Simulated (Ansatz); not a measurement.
Input:

KF:
```
CELL_PARAMETERS angstrom
      0.00000     2.65916     2.65916
      2.65916     0.00000     2.65916
      2.65916     2.65916     0.00000
ATOMIC_POSITIONS crystal
  K  0.00000 0.00000 0.00000
  F  0.50000 0.50000 0.50000
```

This is the r²SCAN-relaxed structure.

Question: All from the program Ansatz at the r²SCAN level (PAW), unless another level is named. Estimate the hole effective mass, band 3 of 3 at the edge.

Answer: 1.1 along [100], 1.5 along [110], 1.7 along [111] (mₑ).

Question: Next, the band gap?

Answer: 6.91 eV (direct).

Question: Predict the hole effective mass, band 1 of 3 at the edge.

Answer: 17 along [100], 17 along [110], 4.4 along [111] (mₑ).

Question: Give the HSE06 gap on the r²SCAN cell.

Answer: 8.26 eV.

Question: What about the valence-band maximum?

Answer: at Γ.

Question: And the weight of the valence-edge state by species (Voronoi cells)?

Answer: F 98 %, K 2 %.

Space group Fm-3m (rock salt). The cell was relaxed with r²SCAN under the symmetry of its start; phonons on a q-mesh show no instability.

Potentials: the later of the program's two PAW sets.
